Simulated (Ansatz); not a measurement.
# Rutile alloy of SnO2 and TiO2 (5 of 24 Sn sites exchanged), 72 atoms

The calculation used DFT, PBEsol, PAW, plane waves (Ansatz 0.2.0).

Command (of this form; memory limits and the device number are left out):

```sh
ansatz run in.yaml --threads 7 --pin off --runs-dir r --events-out ev --progress --plain
```

The input less its lattice and atoms:

```yaml
kpoints:
  mp_grid: { grid: [1, 1, 1], shift: [0.5, 0.5, 0.5] }
hamiltonian:
  xc: pbesol
scf:
  occupations: { method: fermi_dirac, width: 0.01 }
relax:
  f_tol: 0.03
  max_steps: 80
  escape_saddle: false
  adjacent_minimum: "off"
  cell: { fix: [alpha, beta, gamma] }
output:
  forces: true
  eigenvalues: true
  populations: true
```

Start:

```
Sn Ti O
1.0
     9.47059    0.00000    0.00000
     0.00000    9.47059    0.00000
     0.00000    0.00000    9.48056
Sn Ti O
19 5 48
Direct
  0.00424 0.99882 0.99944
  0.99942 0.99928 0.33590
  0.00072 0.50069 0.99893
  0.99914 0.50063 0.33351
  0.99850 0.50322 0.66999
  0.50109 0.00091 0.00094
  0.49948 0.00011 0.66567
  0.49925 0.49781 0.33513
  0.49880 0.49758 0.66772
  0.24792 0.24875 0.16740
  0.25327 0.24969 0.50137
  0.24751 0.24921 0.83497
  0.24794 0.74837 0.50112
  0.25050 0.74617 0.83460
  0.75221 0.24601 0.17182
  0.74818 0.25143 0.50658
  0.75059 0.75236 0.16656
  0.74779 0.75612 0.49750
  0.74895 0.74950 0.83408
  0.99666 0.99843 0.66710
  0.50042 0.00095 0.33082
  0.50228 0.49816 0.00235
  0.25076 0.74874 0.16937
  0.74616 0.25508 0.83233
  0.15436 0.15213 0.00430
  0.15086 0.15591 0.33498
  0.15200 0.15328 0.66625
  0.15282 0.65199 0.99468
  0.15180 0.65386 0.33501
  0.15082 0.64976 0.66687
  0.65193 0.15342 0.00075
  0.65571 0.15236 0.33256
  0.65249 0.15541 0.66735
  0.65258 0.65079 0.99876
  0.65105 0.65400 0.33331
  0.65174 0.65606 0.66996
  0.34647 0.34769 0.99538
  0.34810 0.34757 0.33357
  0.34533 0.34662 0.66656
  0.34882 0.84664 0.99769
  0.34322 0.84830 0.33438
  0.35095 0.84793 0.66647
  0.84857 0.34753 0.00104
  0.84681 0.34695 0.33375
  0.84450 0.34783 0.66525
  0.84360 0.85058 0.99985
  0.84527 0.84838 0.33442
  0.84950 0.84778 0.66761
  0.09768 0.40288 0.16720
  0.09616 0.40439 0.50170
  0.10045 0.40249 0.83201
  0.09919 0.90353 0.16723
  0.09788 0.90178 0.49731
  0.09960 0.90581 0.83598
  0.59411 0.40460 0.16877
  0.59843 0.40373 0.49901
  0.59508 0.40075 0.83018
  0.59714 0.90491 0.16816
  0.59510 0.90460 0.50267
  0.59351 0.90610 0.82925
  0.40275 0.10009 0.16507
  0.39846 0.09918 0.50044
  0.40162 0.09565 0.83251
  0.40511 0.59565 0.17120
  0.40468 0.59731 0.50268
  0.40363 0.59716 0.83225
  0.90237 0.09986 0.16548
  0.90276 0.09856 0.49933
  0.90521 0.09627 0.83412
  0.90507 0.60211 0.16657
  0.90265 0.59645 0.49729
  0.90113 0.59792 0.83024
```

Steps:

```tsv
step	energy less the first (eV)	largest force component (eV/Å)	pressure (GPa)
start	0.000	2.067	0.91
1	-2.510	0.813	-0.47
2	-2.867	0.261	-0.01
3	-2.885	0.130	0.00
4	-2.893	0.045	-0.01
5	-2.894	0.012	0.00
6	-2.901	0.012	0.01
7	-2.901	0.004	0.02
```

End:

```xyz
72
Lattice="9.4846 0.0000 0.0000 0.0000 9.4855 0.0000 0.0000 0.0000 9.4560" Properties=species:S:1:pos:R:3 pbc="T T T"
Sn    9.4770    0.0092    9.4311
Sn    0.0173    9.4701    3.1808
Sn    0.0101    4.7508    0.0039
Sn    0.0100    4.7484    3.1458
Sn    9.4805    4.7374    6.3106
Sn    4.7469    0.0020    0.0252
Sn    4.7519    0.0093    6.2881
Sn    4.7329    4.7531    3.1295
Sn    4.7469    4.7379    6.3383
Sn    2.4054    2.3799    1.5706
Sn    2.3627    2.3325    4.7351
Sn    2.3773    2.3674    7.8825
Sn    2.3684    7.1516    4.6989
Sn    2.3612    7.1208    7.9060
Sn    7.0887    2.3670    1.5544
Sn    7.1042    2.3479    4.7551
Sn    7.0808    7.1044    1.5709
Sn    7.1225    7.1487    4.7350
Sn    7.1072    7.1203    7.8828
Ti    9.4253    0.0594    6.3649
Ti    4.7535    0.0067    3.1410
Ti    4.6850    4.8005    0.0493
Ti    2.3607    7.1859    1.5877
Ti    7.0376    2.4722    7.8948
O     1.4635    1.4368    0.0074
O     1.4408    1.4512    3.1393
O     1.4067    1.4229    6.3144
O     1.4578    6.2427    0.0961
O     1.4843    6.2161    3.0531
O     1.4873    6.1662    6.3020
O     6.2284    1.4372    9.3695
O     6.1523    1.4091    3.1569
O     6.1743    1.4887    6.3942
O     6.1369    6.1665    9.4522
O     6.1899    6.1837    3.1613
O     6.1948    6.1891    6.3022
O     3.3400    3.3287    9.4527
O     3.2697    3.3270    3.1617
O     3.3201    3.2658    6.3006
O     3.2652    8.0442    0.0884
O     3.3152    8.0502    3.0480
O     3.3318    8.0162    6.3089
O     8.0369    3.2455    9.3597
O     8.0224    3.2794    3.1567
O     7.9815    3.2987    6.4021
O     8.0242    8.0476    0.0089
O     8.0664    8.0127    3.1400
O     8.0398    8.1004    6.3125
O     0.9090    3.7936    1.5692
O     0.9070    3.7998    4.7312
O     0.9598    3.8479    7.8877
O     0.9688    8.5445    1.5736
O     0.9111    8.5901    4.8080
O     0.8991    8.5792    7.8091
O     5.6373    3.8348    1.4913
O     5.6573    3.8118    4.7325
O     5.6835    3.8121    7.9647
O     5.6586    8.5982    1.6608
O     5.6451    8.5954    4.6382
O     5.6322    8.5351    7.8884
O     3.8784    0.9365    1.6604
O     3.8296    0.8768    4.6379
O     3.7937    0.8923    7.8893
O     3.8209    5.6846    1.4825
O     3.8224    5.6818    4.7283
O     3.8374    5.6396    7.9762
O     8.5546    0.9118    1.5807
O     8.5745    0.8996    4.8184
O     8.5630    0.9326    7.7846
O     8.5136    5.6257    1.5702
O     8.5752    5.6797    4.7302
O     8.5878    5.7014    7.8881
```

The run converged.

Time: 57 s of wall time on 7 threads of a Neoverse-V2 processor, on a host shared with other runs; peak host memory 2 GiB.

Task: How much energy did the relaxation gain, and which atom moved most?

Result: 2.90 eV in 7 steps, from a start with small random displacements; atom 28 (O) moved 0.16 Å, the median atom 0.05 Å (drift of the whole cell removed).
